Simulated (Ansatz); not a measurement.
ReW (L1₀ or tetragonal B2, space group No. 123) at seven volumes, PBEsol in the plane-wave PAW code Ansatz, shape and atoms relaxed at each. One row is withheld.

| V (Å³/atom) | P (GPa) |
|---|---|
| 13.870 | 39.34 |
| 14.327 | ? |
| 14.784 | 11.14 |
| 15.241 | 0.01 |
| 15.698 | -9.52 |
| 16.156 | -17.69 |
| 16.613 | -24.65 |

Q: Fit the shown pressures and predict the withheld one.

A: Third-order Birch–Murnaghan: P = (3/2)B₀(x^(7/2) − x^(5/2))[1 + (3/4)(B′ − 4)(x − 1)] with x = (V₀/V)^(2/3). Least squares on the six rows gives V₀ = 15.241 Å³/atom, B₀ = 342.6 GPa, B′ = 4.18. At V = 14.327, x = 1.0421 and P = 24.12 GPa. The run itself gave 24.15 GPa.

Space group P4/mmm (L1₀ or tetragonal B2). A made-up cell: these elements were put on the sites of a structure type; neither database checked (COD, Materials Project) lists it. Whether it is the stable phase at ambient conditions was not checked. The PBEsol relaxation kept the symmetry of its start; its stability against distortions is not shown here. No spin polarisation was allowed. Spin–orbit coupling is left out wherever it is not named.

Potentials: the earlier of the program's two PAW sets. The files were generated under PBE; for other functionals the program regenerates the frozen cores, and for LDA and PBEsol the local potential too.
